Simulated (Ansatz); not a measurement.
Li₂O (anti-fluorite, space group No. 225), DFT-r²SCAN in the program Ansatz with PAW potentials. The conduction-band minimum lies at X, with 3 equivalent valleys. Second derivatives d²E/dk² of the lowest band at one valley (eV·Å²), along Cartesian directions:

```csv
direction,d²E/dk²
[100],9.414
[010],17.57
[001],17.57
[110],13.49
[101],13.49
[011],17.56
```

Task: Find the principal effective masses, the density-of-states mass and the conductivity mass.

Result: Off-diagonal terms follow from H_xy = H[110] − (H_xx + H_yy)/2, and m*/mₑ = 7.620 eV·Å² over each eigenvalue: 0.43, 0.43, 0.81. One valley's DOS mass (m₁m₂m₃)^(1/3) = 0.53, conductivity mass 3/(Σ 1/mᵢ) = 0.51 mₑ.

Task: What effective density of states Nc follows at 300 K for parabolic valleys?

Result: Nc = 2.509e19 × 3 × (0.53)^(3/2) ≈ 2.9e19 cm⁻³.

Space group Fm-3m (anti-fluorite). Symmetry was held in the r²SCAN relaxation.

Potentials: the later of the program's two PAW sets.

Edges and masses are those of Kohn–Sham bands, whose gap is no quasiparticle gap.
